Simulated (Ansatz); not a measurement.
NaPt₃O₄ in space group Pm-3n (No. 223; Na on 2a, Pt on 6c, O on 8e) at seven volumes, PBEsol (plane waves, PAW; program Ansatz), scaled uniformly. One row is withheld.

```csv
V (Å³/atom),P (GPa)
10.422,26.17
10.766,15.83
11.109,7.21
11.453,0.00
11.796,-6.04
12.140,-11.07
12.484,?
```

Problem. Fit the shown pressures and predict the withheld one.

Solution. Third-order Birch–Murnaghan: P = (3/2)B₀(x^(7/2) − x^(5/2))[1 + (3/4)(B′ − 4)(x − 1)] with x = (V₀/V)^(2/3). Least squares on the six rows gives V₀ = 11.453 Å³/atom, B₀ = 219.5 GPa, B′ = 4.96. At V = 12.484, x = 0.9442 and P = -15.29 GPa. The run itself gave -15.27 GPa.

The workflow started from a Materials Project entry (that database holds measured and hypothetical structures alike); the Crystallography Open Database files this formula in space group No. 223, but the cells were not matched. Whether it is the stable phase at ambient conditions was not checked. The PBEsol relaxation kept the symmetry of its start; its stability against distortions is not shown here. No spin polarisation was allowed. Scalar-relativistic: spin–orbit coupling is off unless named, which matters more the heavier the elements.

Potentials: the earlier of the program's two PAW sets. The files were generated under PBE; for other functionals the program regenerates the frozen cores, and for LDA and PBEsol the local potential too.
